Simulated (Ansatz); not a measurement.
CdSiN2:
```
CELL_PARAMETERS angstrom
      1.44697     0.83541     5.46550
     -1.44697     0.83541     5.46550
      0.00000    -1.67082     5.46550
ATOMIC_POSITIONS crystal
  Cd 0.00000 0.00000 0.00000
  Si 0.50000 0.50000 0.50000
  N  0.77374 0.77374 0.77374
  N  0.22626 0.22626 0.22626
```

Relaxed with PBEsol.

**Question.** Give the optical modes at the zone centre with their infrared activity from DFPT, DFT-PBEsol in the program Ansatz with PAW potentials.

**Answer.** Transverse frequencies, without the LO–TO term; a row sums one degenerate level.

| ω (cm⁻¹) | degeneracy | IR ((D/Å)²/amu) | activity | symmetry |
|---|---|---|---|---|
| 69 | 2 | 8.18 | IR | Eu |
| 268 | 1 | 13.73 | IR | A2u |
| 407 | 2 | 0.00 | IR-inactive | Eg |
| 453 | 2 | 94.61 | IR | Eu |
| 657 | 1 | 30.85 | IR | A2u |
| 673 | 1 | 0.00 | IR-inactive | A1g |

**Question.** How high does the top mode go among those that the LO–TO term moves?

**Answer.** 744 cm⁻¹ for q along x, 744 cm⁻¹ for q along y, 772 cm⁻¹ for q along z.

Space group R-3m. The start of the workflow was typed in or built on a structure type; neither database checked (COD, Materials Project) lists it. Whether it is the stable phase at ambient conditions was not checked. The cell was relaxed with PBEsol under the symmetry of its start; whether a distortion lowers the energy is not shown.

Potentials: the earlier of the program's two PAW sets. The files were generated under PBE; for other functionals the program regenerates the frozen cores, and for LDA and PBEsol the local potential too.
